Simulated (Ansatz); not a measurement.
Li:
```cif
data_Li8
_chemical_formula_sum 'Li8'
_space_group_name_H-M_alt 'Fd-3m :1'
_space_group_IT_number 227
_space_group_name_Hall 'F 4d 2 3 -1d'
_cell_length_a 5.88207
_cell_length_b 5.88207
_cell_length_c 5.88207
_cell_angle_alpha 90.000
_cell_angle_beta 90.000
_cell_angle_gamma 90.000
loop_
_atom_site_label
_atom_site_type_symbol
_atom_site_symmetry_multiplicity
_atom_site_Wyckoff_symbol
_atom_site_fract_x
_atom_site_fract_y
_atom_site_fract_z
_atom_site_occupancy
Li1 Li 8 b 0.50000 0.50000 0.50000 1
```
(The calculation used a cell of 2 atoms; values per cell refer to that cell.)

Relaxed with PBEsol.

Question: Which orbitals make up the states near the Fermi level in PBEsol in the plane-wave PAW code Ansatz?

Answer: Within 0.5 eV of the Fermi level: Li 2s 72 %, outside the projected shells 27 %. Projections are on Löwdin-orthogonalised atomic valence shells; empty p or d shells of many metals are not among them.

Question: Tabulate the density of states.

Answer: States/eV per cell of 2 atoms, in 0.25 eV bins, energy from the Fermi level.

| E (eV) | total | Li 2s | Li 1s |
|---|---|---|---|
| -3.55 | 0.00 | 0.00 | 0.00 |
| -3.30 | 0.10 | 0.10 | 0.01 |
| -3.05 | 0.28 | 0.26 | 0.01 |
| -2.80 | 0.38 | 0.36 | 0.02 |
| -2.55 | 0.46 | 0.43 | 0.02 |
| -2.30 | 0.53 | 0.50 | 0.01 |
| -2.05 | 0.59 | 0.56 | 0.01 |
| -1.80 | 0.65 | 0.61 | 0.01 |
| -1.55 | 0.72 | 0.67 | 0.01 |
| -1.30 | 0.86 | 0.77 | 0.01 |
| -1.05 | 0.86 | 0.73 | 0.01 |
| -0.80 | 0.75 | 0.58 | 0.00 |
| -0.55 | 0.63 | 0.44 | 0.00 |
| -0.30 | 0.60 | 0.38 | 0.00 |
| -0.05 | 0.84 | 0.59 | 0.00 |
| 0.20 | 0.81 | 0.63 | 0.01 |
| 0.45 | 1.06 | 0.81 | 0.01 |
| 0.70 | 1.16 | 0.73 | 0.01 |
| 0.95 | 0.99 | 0.58 | 0.01 |
| 1.20 | 1.20 | 0.65 | 0.01 |
| 1.45 | 1.24 | 0.57 | 0.01 |
| 1.70 | 1.34 | 0.52 | 0.01 |
| 1.95 | 1.45 | 0.45 | 0.01 |
| 2.20 | 1.72 | 0.39 | 0.01 |
| 2.45 | 1.74 | 0.30 | 0.01 |
| 2.70 | 1.63 | 0.25 | 0.01 |
| 2.95 | 1.51 | 0.19 | 0.01 |
| 3.20 | 1.40 | 0.15 | 0.01 |
| 3.45 | 1.29 | 0.12 | 0.01 |
| 3.70 | 1.20 | 0.10 | 0.00 |
| 3.95 | 1.09 | 0.08 | 0.00 |
| 4.20 | 0.93 | 0.07 | 0.00 |
| 4.45 | 0.65 | 0.06 | 0.00 |
| 4.70 | 0.50 | 0.05 | 0.00 |

The start of the workflow was typed in or built on a structure type; neither database checked (COD, Materials Project) lists it. It is not the phase usual at ambient conditions (space group No. 229). Symmetry was held in the PBEsol relaxation. At this level the phase is mechanically unstable. The volume moved by -25 % from the start of the relaxation.

Potentials: the later of the program's two PAW sets.
